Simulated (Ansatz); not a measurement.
Structures of Co₂Ru: which is lowest?

Plane-wave DFT in Ansatz with scalar-relativistic PAW potentials, cutoff 420 eV, Γ-centred meshes chosen by cell and gap, Gaussian smearing with energies taken to zero width. Every cell was relaxed (cell and atoms) in a run of its own, within the symmetry of its start. Functional: PBE.

Relaxed structures (starts from databases or built by putting these elements on another compound's sites):
A. Fd-3m, 6 atoms in the computed cell, a = 6.618 Å; sites (symmetry × multiplicity) Co .-3m × 16, Ru -43m × 8; start: built
B. Fm-3m, 3 atoms in the computed cell, a = 5.542 Å; sites (symmetry × multiplicity) Co -43m × 8, Ru m-3m × 4; start: built

Question: Rank them by energy. Could pressure change the order?

Answer:
| structure | group | E − E(lowest) (meV/atom) | V (Å³/atom) | gap on mesh (eV) |
| --- | --- | --- | --- | --- |
| A | Fd-3m | 0.0 | 12.08 | 0.00 |
| B | Fm-3m | 559 | 14.18 | 0.00 |

A is lowest, 559 meV/atom under B. The lowest is also the densest of these, so pressure wouldn't bring one of the others in at first order. Other structures may lie lower than all of these, and vibrations aren't counted.

Magnetic cells started from one order each; another order can shift an energy by tens of meV per atom.